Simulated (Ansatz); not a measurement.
Input, command and steps of an Ansatz relaxation.

```yaml
crystal:
  lattice:
    - [-3.5725695964, 3.5725695964, 2.7163708853]
    - [3.5725695964, -3.5725695964, 2.7163708853]
    - [3.5725695964, 3.5725695964, -2.7163708853]
  atoms:
    - { symbol: Mg, position: [0.1696576678, 0.6558670006, 0.8255246684] }
    - { symbol: Mg, position: [0.3441329994, 0.1696576678, 0.5137906671] }
    - { symbol: Mg, position: [0.6558670006, 0.8303423322, 0.4862093329] }
    - { symbol: Mg, position: [0.8303423322, 0.3441329994, 0.1744753316] }
    - { symbol: S, position: [0.6666666667, 0.6666666667, 0.0] }
    - { symbol: S, position: [0.3333333333, 0.3333333333, 0.0] }
basis:
  ecutwfc: 420
kpoints:
  mp_grid: { grid: [4, 4, 4] }
hamiltonian:
  xc: pbe
scf:
  occupations: { method: gaussian, width: 0.1 }
  lower_state_search: "off"
output:
  forces: true
  stress: true
  eigenvalues: true
relax:
  adjacent_minimum: "off"
  f_tol: 0.04
  max_steps: 70
  cell: { stress_tol: 0.4 }
```

```bash
ansatz run input.yaml --threads 1 --pin off --max-ram 2560MiB --backend cpu --events-out ev --progress --plain --runs-dir out
```

Method: DFT PBE, scalar-relativistic, plane waves, PAW (Ansatz).

Of 18 frames 10 are shown, positions in Å and forces in eV/Å; the SCF threshold varies from step to step. Steps run on the plane waves of an earlier cell, with a Pulay correction in the pressure. The basis is chosen afresh for the last frame, the zero of the energies, and at times for earlier ones too; energy and pressure step there, also at an unchanged geometry. Here that happened at step 16 (-5 meV/atom, 0.3 GPa); the frames before carry an error of that size.

```xyz
6
Lattice="-3.5726 3.5726 2.7164 3.5726 -3.5726 2.7164 3.5726 3.5726 -2.7164" Properties=species:S:1:pos:R:3:forces:R:3 pbc="T T T" step=1 free_energy_over_end_meV_per_atom=756.89 pressure_GPa=4.47
Mg    4.6863    1.2122    0.0000   -0.1036   -0.4140    0.0000
Mg    1.2122    2.4589    0.0000   -0.4140    0.1036    0.0000
Mg    2.3603    1.1137    2.7164    0.4140   -0.1036    0.0000
Mg   -1.1137    2.3603    2.7164    0.1036    0.4140    0.0000
S     0.0000    0.0000    3.6218    0.0000    0.0000    7.9692
S     0.0000    0.0000    1.8109    0.0000    0.0000   -7.9692
6
Lattice="-3.5155 3.5155 2.5521 3.5155 -3.5155 2.5521 3.5155 3.5155 -2.5521" Properties=species:S:1:pos:R:3:forces:R:3 pbc="T T T" step=3 free_energy_over_end_meV_per_atom=511.15 pressure_GPa=1.34
Mg    4.5356    1.0645    0.0000    0.1964    0.0012    0.0000
Mg    1.0645    2.4954    0.0000    0.0012   -0.1964    0.0000
Mg    2.4510    1.0201    2.5521   -0.0012    0.1964    0.0000
Mg   -1.0201    2.4510    2.5521   -0.1964   -0.0012    0.0000
S     0.0000    0.0000    3.5917    0.0000    0.0000    2.9436
S     0.0000    0.0000    1.5125    0.0000    0.0000   -2.9436
6
Lattice="-3.4554 3.4554 2.5451 3.4554 -3.4554 2.5451 3.4554 3.4554 -2.5451" Properties=species:S:1:pos:R:3:forces:R:3 pbc="T T T" step=5 free_energy_over_end_meV_per_atom=414.77 pressure_GPa=-0.22
Mg    4.5525    1.0053    0.0000   -0.0349   -0.0459    0.0000
Mg    1.0053    2.3582    0.0000   -0.0459    0.0349    0.0000
Mg    2.4500    1.0972    2.5451    0.0459   -0.0349    0.0000
Mg   -1.0972    2.4500    2.5451    0.0349    0.0459    0.0000
S     0.0000    0.0000    3.7745    0.0000    0.0000    0.2853
S     0.0000    0.0000    1.3158    0.0000    0.0000   -0.2853
6
Lattice="-3.4173 3.4173 2.6983 3.4173 -3.4173 2.6983 3.4173 3.4173 -2.6983" Properties=species:S:1:pos:R:3:forces:R:3 pbc="T T T" step=7 free_energy_over_end_meV_per_atom=375.97 pressure_GPa=-1.10
Mg    4.5394    0.9901    0.0000   -0.0118    0.0070    0.0000
Mg    0.9901    2.2951    0.0000    0.0070    0.0118    0.0000
Mg    2.4272    1.1221    2.6983   -0.0070   -0.0118    0.0000
Mg   -1.1221    2.4272    2.6983    0.0118   -0.0070    0.0000
S     0.0000    0.0000    4.0244    0.0000    0.0000    0.1146
S     0.0000    0.0000    1.3723    0.0000    0.0000   -0.1146
6
Lattice="-3.2199 3.2199 2.9322 3.2199 -3.2199 2.9322 3.2199 3.2199 -2.9322" Properties=species:S:1:pos:R:3:forces:R:3 pbc="T T T" step=9 free_energy_over_end_meV_per_atom=232.20 pressure_GPa=-0.14
Mg    4.3021    0.9575    0.0000   -0.0108    0.1801    0.0000
Mg    0.9575    2.1378    0.0000    0.1801    0.0108    0.0000
Mg    2.2624    1.0822    2.9322   -0.1801   -0.0108    0.0000
Mg   -1.0822    2.2624    2.9322    0.0108   -0.1801    0.0000
S     0.0000    0.0000    4.3853    0.0000    0.0000   -0.0104
S     0.0000    0.0000    1.4790    0.0000    0.0000    0.0104
6
Lattice="-3.1240 3.1240 3.0647 3.1240 -3.1240 3.0647 3.1240 3.1240 -3.0647" Properties=species:S:1:pos:R:3:forces:R:3 pbc="T T T" step=10 free_energy_over_end_meV_per_atom=127.92 pressure_GPa=0.78
Mg    4.1701    0.9699    0.0000    0.1797    0.3338    0.0000
Mg    0.9699    2.0779    0.0000    0.3338   -0.1797    0.0000
Mg    2.1541    1.0461    3.0647   -0.3338    0.1797    0.0000
Mg   -1.0461    2.1541    3.0647   -0.1797   -0.3338    0.0000
S     0.0000    0.0000    4.5768    0.0000    0.0000    0.1615
S     0.0000    0.0000    1.5527    0.0000    0.0000   -0.1615
6
Lattice="-2.9958 2.9958 3.3289 2.9958 -2.9958 3.3289 2.9958 2.9958 -3.3289" Properties=species:S:1:pos:R:3:forces:R:3 pbc="T T T" step=12 free_energy_over_end_meV_per_atom=13.11 pressure_GPa=0.32
Mg    4.0325    1.0329    0.0000    0.1108    0.1264    0.0000
Mg    1.0329    1.9591    0.0000    0.1264   -0.1108    0.0000
Mg    1.9629    1.0367    3.3289   -0.1264    0.1108    0.0000
Mg   -1.0367    1.9629    3.3289   -0.1108   -0.1264    0.0000
S     0.0000    0.0000    4.9914    0.0000    0.0000    0.0151
S     0.0000    0.0000    1.6665    0.0000    0.0000   -0.0151
6
Lattice="-2.9638 2.9638 3.4399 2.9638 -2.9638 3.4399 2.9638 2.9638 -3.4399" Properties=species:S:1:pos:R:3:forces:R:3 pbc="T T T" step=14 free_energy_over_end_meV_per_atom=5.67 pressure_GPa=-0.20
Mg    4.0253    1.0607    0.0000    0.0131    0.0172    0.0000
Mg    1.0607    1.9023    0.0000    0.0172   -0.0131    0.0000
Mg    1.9031    1.0615    3.4399   -0.0172    0.0131    0.0000
Mg   -1.0615    1.9031    3.4399   -0.0131   -0.0172    0.0000
S     0.0000    0.0000    5.1597    0.0000    0.0000    0.0007
S     0.0000    0.0000    1.7201    0.0000    0.0000   -0.0007
6
Lattice="-2.9686 2.9686 3.4136 2.9686 -2.9686 3.4136 2.9686 2.9686 -3.4136" Properties=species:S:1:pos:R:3:forces:R:3 pbc="T T T" step=16 free_energy_over_end_meV_per_atom=0.81 pressure_GPa=0.33
Mg    4.0338    1.0654    0.0000   -0.0051   -0.0060    0.0000
Mg    1.0654    1.9034    0.0000   -0.0060    0.0051    0.0000
Mg    1.9032    1.0652    3.4136    0.0060   -0.0051    0.0000
Mg   -1.0652    1.9032    3.4136    0.0051    0.0060    0.0000
S     0.0000    0.0000    5.1206    0.0000    0.0000   -0.0011
S     0.0000    0.0000    1.7067    0.0000    0.0000    0.0011
6
Lattice="-2.9630 2.9630 3.4481 2.9630 -2.9630 3.4481 2.9630 2.9630 -3.4481" Properties=species:S:1:pos:R:3:forces:R:3 pbc="T T T" step=18 free_energy_over_end_meV_per_atom=0.00 pressure_GPa=0.09
Mg    4.0284    1.0654    0.0000    0.0011    0.0012    0.0000
Mg    1.0654    1.8976    0.0000    0.0012   -0.0011    0.0000
Mg    1.8976    1.0654    3.4481   -0.0012    0.0011    0.0000
Mg   -1.0654    1.8976    3.4481   -0.0011   -0.0012    0.0000
S     0.0000    0.0000    5.1722    0.0000    0.0000   -0.0002
S     0.0000    0.0000    1.7240    0.0000    0.0000    0.0002
```

The start is a random arrangement. At the end the space group is I4/mcm (tolerance 0.05 Å).

The run took 72 s on 1 thread of Arm Neoverse V1 (shared host), peak memory 0.37 GiB.

The k mesh is coarse.